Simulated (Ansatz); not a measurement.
Input and command of a plane-wave DFT calculation in Ansatz:

```yaml
crystal:
  lattice:
    - [5.1986177381, 0.0, 0.0]
    - [0.0, 2.5472614594, 0.0]
    - [0.0, 0.0, 6.1844569086]
  atoms:
    - { symbol: Si, position: [0.118, 0.25, 0.87] }
    - { symbol: Si, position: [0.882, 0.75, 0.13] }
    - { symbol: Si, position: [0.618, 0.25, 0.63] }
    - { symbol: Si, position: [0.382, 0.75, 0.37] }
    - { symbol: C, position: [0.835, 0.25, 0.94], spin: 1.0 }
    - { symbol: C, position: [0.165, 0.75, 0.06], spin: 1.0 }
    - { symbol: C, position: [0.335, 0.25, 0.56], spin: 1.0 }
    - { symbol: C, position: [0.665, 0.75, 0.44], spin: 1.0 }
    - { symbol: "N", position: [0.515, 0.25, 0.175], spin: 1.0 }
    - { symbol: "N", position: [0.485, 0.75, 0.825], spin: 1.0 }
    - { symbol: "N", position: [0.015, 0.25, 0.325], spin: 1.0 }
    - { symbol: "N", position: [0.985, 0.75, 0.675], spin: 1.0 }
basis:
  ecutwfc: 420
kpoints:
  mp_grid: { grid: [4, 8, 4] }
hamiltonian:
  xc: pbe
scf:
  occupations: { method: gaussian, width: 0.1 }
  lower_state_search: "off"
output:
  forces: true
  stress: true
  eigenvalues: true
  populations: true
magnetization:
  spin_polarized: true
```

```bash
ansatz run input.yaml --threads 1 --pin off --max-ram 2560MiB --backend cpu --events-out ev --progress --plain --runs-dir out
```

Processor: Arm Neoverse V2, 1 thread, on a host shared with other jobs.

Problem. Estimate time, memory and problem size.

Solution. About 44 s on 1 thread of Arm Neoverse V2 (shared host), peak memory 0.48 GiB. It solves 42 bands at 45 k points (the mesh reduced by the symmetry that the task leaves, which can be less than the crystal's) with about 1609 plane waves, in 19 SCF iterations.
